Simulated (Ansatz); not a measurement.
Structure relaxation, Cr$_{2}$N

The start is a relaxed Cr2N cell, doubled along one cell vector, shaken by Gaussian noise of σ = 0.08 Å a coordinate. Cell shape, volume and atoms are optimised at zero target pressure with PBE (plane waves to 420 eV, PAW, scalar-relativistic; Ansatz, a first-principles code). The first steps use a coarse 3×5×8 k-mesh.

The start:
```
Cr2N
1.0
    8.76757     0.00000     0.00000
    0.00000     4.75126     0.00000
    0.00000     0.00000     2.76257
N Cr
4 8
Direct
  0.00834   0.97328   0.02850
  0.48895   0.99099   0.99099
  0.25465   0.52204   0.50008
  0.74284   0.48328   0.49990
  0.12888   0.36123   0.95696
  0.62210   0.32054   0.98393
  0.39622   0.16218   0.47579
  0.86186   0.13730   0.52274
  0.13318   0.85345   0.50422
  0.61763   0.84873   0.51863
  0.38413   0.69177   0.99840
  0.87226   0.70276   0.99990
```

What pressure does the first self-consistent step give?

+11 GPa (positive: the cell is compressed).

How do the shortest distances between atoms change?

The closest pairs of elements (up to four, under 3.6 Å), start → end: Cr–N 1.69 → 1.92 Å; Cr–Cr 2.45 → 2.65 Å; N–N 2.76 → 2.76 Å.

Is the relaxed structure metallic? Give its gap.

No gap (metallic).

Final values are on a 11×10×17 k-mesh of the relaxed cell. No spin polarisation in the result. A magnetic state may lie lower.

The relaxed structure here is a generated cell of Cr2N: the first start was made by placing the elements on the sites of a structure type, and the end was not matched to a known phase here, so it may be hypothetical.
